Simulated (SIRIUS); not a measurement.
Worked example: self-consistent single point of CsPbCl3 (R32, 5 atoms in the cell; from Materials Project mp-675022, changed as shown) in SIRIUS.

Level of theory: LDA (PW92), GBRV LDA ultrasoft pseudopotentials (plane waves; SIRIUS).

The change in words: volume scaled by 1.02. Reference geometry (R32):
```
CELL_PARAMETERS angstrom
      4.00315     2.31122     3.29556
     -4.00315     2.31122     3.29556
      0.00000    -4.62244     3.29556
ATOMIC_POSITIONS crystal
  Cs 0.50000 0.50000 0.50000
  Pb 0.00000 0.00000 0.00000
  Cl 0.50000 0.01860 0.98140
  Cl 0.98140 0.50000 0.01860
  Cl 0.01860 0.98140 0.50000
```

Reference input (self-consistent single point, DFT, LDA (PW92), plane waves, GBRV LDA ultrasoft pseudopotentials): parameters.ngridk = 6 6 6; parameters.xc_functionals = [XC_LDA_X, XC_LDA_C_PW]; parameters.gk_cutoff = 6.325 1/bohr; parameters.pw_cutoff = 14.143 1/bohr; parameters.smearing = gaussian; parameters.smearing_width = 0.0001 Ha; potentials = GBRV LDA ultrasoft pseudopotentials; parameters.electronic_structure_method = pseudopotential; parameters.num_bands = 26; parameters.num_mag_dims = 0; parameters.num_dft_iter = 100; parameters.energy_tol = 1e-07 Ha. This run's input differs from it in these lines:

```diff
@@ -32,5 +32,5 @@
     "lattice_vectors": [
-      [7.5648665844, 4.3675784829, 6.2277001581],
-      [-7.5648665844, 4.3675784829, 6.2277001581],
-      [0.0, -8.7351550761, 6.2277001581]
+      [7.6149688932, 4.3965045207, 6.2689453205],
+      [-7.6149688932, 4.3965045207, 6.2689453205],
+      [0.0, -8.7930071517, 6.2689453205]
     ],
@@ -45,3 +45,3 @@
       "Cs": [
-        [0.0, 9.449e-07, 9.3415502371]
+        [0.0, 9.449e-07, 9.4034179807]
       ],
@@ -51,5 +51,5 @@
       "Cl": [
-        [3.6417040791, -6.3076156823, 9.3415502371],
-        [3.6417040791, 6.307617572, 9.3415502371],
-        [-7.2834081583, 9.449e-07, 9.3415502371]
+        [3.6658231803, -6.3493904057, 9.4034179807],
+        [3.6658231803, 6.3493922954, 9.4034179807],
+        [-7.3316463605, 9.449e-07, 9.4034179807]
       ]
```

The program printed (abridged):

```
[find] density tolerance         : 1e-06
[find] total energy tolerance    : 1e-07
[find] iter_solver_tol (initial) : 0.01
[find] iter_solver_tol (target)  : 1e-13
[find] num_dft_iter              : 100
Charges and magnetic moments
--------------------------------------------------------------------------------
total charge          : 44.000000
[find] | SCF iteration   0 out of 100|
[diagonalize] iterative solver tolerance (occupied, empty): 0.01 0.01
[diagonalize] average number of iterations: 1.9375
[find] Charges and magnetic moments
[find] total charge          : 44.000000
[find] Energy
   [... lines left out ...]

[find] Charges and magnetic moments
[find] total charge          : 44.000000
[find] Energy
[find] smearing (-TS)                 :       0.00000000
[find] Total energy                   :    -163.74424803 (Ha),    -327.48849605 (Ry)
[find] Free energy (E-TS)             :    -163.74424803 (Ha),    -327.48849605 (Ry)
[find] band gap (eV)                  :       2.04885446
[find] Efermi                         :       0.13154662
[find] iteration : 31, RMS (target) : 3.3029e-07 (1.0000e-06) , energy difference (target) : -1.9980e-11 (1.0000e-07)
[find] bands are converged : true
[find] iterative solver converged : false
[find] converged after 32 SCF iterations!
[find] Charges and magnetic moments
[find] total charge          : 44.000000
[find] Energy
[find] smearing (-TS)                 :       0.00000000
[find] Total energy                   :    -163.74424803 (Ha),    -327.48849605 (Ry)
[find] Free energy (E-TS)             :    -163.74424803 (Ha),    -327.48849605 (Ry)
[find] band gap (eV)                  :       2.04885446
[find] Efermi                         :       0.13154662
[ground_state] === stress tensor components [kbar] ===
[ground_state] === stress_total ===
[ground_state]    24.705618   -0.000000    0.000000
[ground_state]    -0.000000   24.705623   -0.000002
[ground_state]     0.000000   -0.000002   24.944203
[ground_state] ==== total Forces in Ha/bohr =====
[ground_state] atom:    0, force:       0.0000000      0.0000000      0.0000000
[ground_state] atom:    1, force:      -0.0000000     -0.0000000     -0.0000000
[ground_state] atom:    2, force:       0.0001258     -0.0002179      0.0000000
[ground_state] atom:    3, force:       0.0001258      0.0002179     -0.0000000
[ground_state] atom:    4, force:      -0.0002517      0.0000000     -0.0000000
```

The run converged in 32 iterations. SIRIUS prints the stress tensor with tension positive. Against the reference run the free energy rises by 10.5 meV/atom, the pressure goes from -2.12 to -2.48 GPa, the largest force moves little (0.010 to 0.013 eV/Å) and the gap on the mesh goes from 1.978 to 2.049 eV.

Spin-orbit coupling is left out, which matters for bands and gaps with elements this heavy. The structure comes from a collection of computed structures, made at another level of theory; the collection holds predicted forms beside known ones.

Cost on one core: roughly 2.3 core-minutes.

The gap that the log prints is read on the run's mesh, which can miss the band edges or a crossing.
